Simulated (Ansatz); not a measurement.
CuCl:
```cif
data_Cl3Cu3
_chemical_formula_sum 'Cu3 Cl3'
_space_group_name_H-M_alt 'P3121'
_space_group_IT_number 152
_space_group_name_Hall 'P 31 2"'
_cell_length_a 3.98109
_cell_length_b 3.98109
_cell_length_c 8.96708
_cell_angle_alpha 90.000
_cell_angle_beta 90.000
_cell_angle_gamma 120.000
loop_
_atom_site_label
_atom_site_type_symbol
_atom_site_symmetry_multiplicity
_atom_site_Wyckoff_symbol
_atom_site_fract_x
_atom_site_fract_y
_atom_site_fract_z
_atom_site_occupancy
Cu1 Cu 3 a 0.77994 0.77994 0.00000 1
Cl1 Cl 3 b 0.43717 0.43717 0.50000 1
```

Relaxed with PBEsol.

Q: Decompose the optical modes at the zone centre into irreducible representations, and say which are infrared and Raman allowed.

A: Point group 32: Γ_opt = 2A1 + 3A2 + 5E. Infrared: A2, E. Raman: A1, E.

Q: Assign frequencies (DFPT, PBEsol in the plane-wave PAW code Ansatz; without the LO–TO term).

A: A2 22i, E 40, A1 50, A2 52, E 59, E 74, A1 230, E 287, E 369, A2 384 cm⁻¹.

Space group P3_121. The start of the workflow was typed in or built on a structure type; neither database checked (COD, Materials Project) lists it. It is not the phase usual at ambient conditions (space group No. 216). The cell was relaxed with PBEsol under the symmetry of its start; of distortions, only those at the zone centre were tested, and some modes there are weakly imaginary. The workflow began spin-polarised and lost its moments.

Potentials: the later of the program's two PAW sets.
